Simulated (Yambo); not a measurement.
Sr$_{2}$H$_{3}$I (space group P-3m1, No. 164), G0W0@PBEsol in Yambo; all else as in the reference (3×3×2 Γ-centred k mesh, 214 bands and a 8 Ry block in the screening, 214 bands in G with the Bruneval-Gonze terminator, plasmon pole fitted at 27.2 eV). One parameter is varied: the cutoff of the exchange sum, over 5, 10, 20, 40, 72 Ry.

### Question
From which value on does the gap A → K stay within 0.05 eV of the largest setting?

### Answer
From 10 Ry on.
```
cutoff of the exchange sum (Ry)  G0W0 gap (eV)  valence shift (eV)
-------------------------------  -------------  ------------------
5                                         3.86               -0.96
10                                        3.75               -1.10
20                                        3.72               -1.13
40                                        3.72               -1.13
72                                        3.72               -1.13
```
The last step of the sweep still moves the gap by 0 meV; the other settings are held fixed.

Spin-orbit coupling is not included.

Geometry of the Materials Project entry, not relaxed at this level; primitive cell a = 4.2427 Å, b = 4.2427 Å, c = 7.6828 Å, α = 90.00°, β = 90.00°, γ = 120.00°.

The structure is a Materials Project entry; no match was found in the copy of COD used, and its stability was not checked.

A shift is the quasiparticle energy of the state minus its PBEsol energy.
